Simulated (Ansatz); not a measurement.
Ag:
Space group Fd-3m, origin choice 1 (No. 227); a = b = c = 7.542 Å, α = β = γ = 90.00°

```
atom  site  symmetry       x       y       z
----  ----  --------  ------  ------  ------
Ag      8a      -43m  0.0000  0.0000  0.0000
Ag     16d      .-3m  0.6250  0.6250  0.6250
```
(The calculation used a cell of 6 atoms; values per cell refer to that cell.)

Relaxed with PBEsol.

Question: Decompose the optical modes at the zone centre into irreducible representations, and say which are infrared and Raman allowed.

Answer: Point group m-3m: Γ_opt = A2u + Eu + 2T1u + T2g + T2u. Infrared: T1u. Raman: T2g.

Question: Assign frequencies (DFPT, PBEsol in the plane-wave PAW code Ansatz).

Answer: T2u 55i, T2g 45, T1u 63, Eu 138, T1u 200, A2u 291 cm⁻¹.

The start of the workflow was typed in or built on a structure type; neither database checked (COD, Materials Project) lists it. It is not the phase usual at ambient conditions (space group No. 225). Symmetry was held in the PBEsol relaxation. At this level the phase is dynamically unstable (imaginary phonons). The run is not spin-polarised. As this level gives no gap, phonon frequencies hold no LO–TO term and depend on the k-mesh and smearing (Fermi–Dirac, 0.1 eV here).

Potentials: the later of the program's two PAW sets.
